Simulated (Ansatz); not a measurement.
BeS:
```cif
data_Be2S2
_chemical_formula_sum 'Be2 S2'
_space_group_name_H-M_alt 'P63/mmc'
_space_group_IT_number 194
_space_group_name_Hall '-P 6c 2c'
_cell_length_a 3.46355
_cell_length_b 3.46355
_cell_length_c 6.07438
_cell_angle_alpha 90.000
_cell_angle_beta 90.000
_cell_angle_gamma 120.000
loop_
_atom_site_label
_atom_site_type_symbol
_atom_site_symmetry_multiplicity
_atom_site_Wyckoff_symbol
_atom_site_fract_x
_atom_site_fract_y
_atom_site_fract_z
_atom_site_occupancy
Be1 Be 2 c 0.33333 0.66667 0.25000 1
S1 S 2 d 0.66667 0.33333 0.25000 1
```

Relaxed with PBE+D3(BJ).

Give the optical modes at the zone centre with their infrared and Raman activity from DFPT, the program Ansatz at the PBE+D3(BJ) level (PAW).

Transverse frequencies, without the LO–TO term; a row sums one degenerate level.

```csv
ω (cm⁻¹),degeneracy,IR ((D/Å)²/amu),Raman (Å⁴/amu),activity,symmetry
297i,1,21.12,0,IR,A2u
183i,1,0.00,0,silent,B1g
98,2,0.00,0,silent,E2g
207,1,0.00,0,silent,B1g
730,2,47.68,0,IR,E1u
733,2,0.00,9.0,Raman,E2g
```

How high does the top mode go among those that the LO–TO term moves?

831 cm⁻¹ for q along x, 831 cm⁻¹ for q along y, 186 cm⁻¹ for q along z.

Space group P6_3/mmc. A made-up cell: these elements were put on the sites of a structure type; neither database checked (COD, Materials Project) lists it. COD files the formula under space group No. 216, so this cell is another polymorph or a model. Its standing as an ambient phase is unchecked. The PBE+D3(BJ) relaxation kept the symmetry of its start. At this level the phase is dynamically unstable (imaginary phonons).

Potentials: the later of the program's two PAW sets.
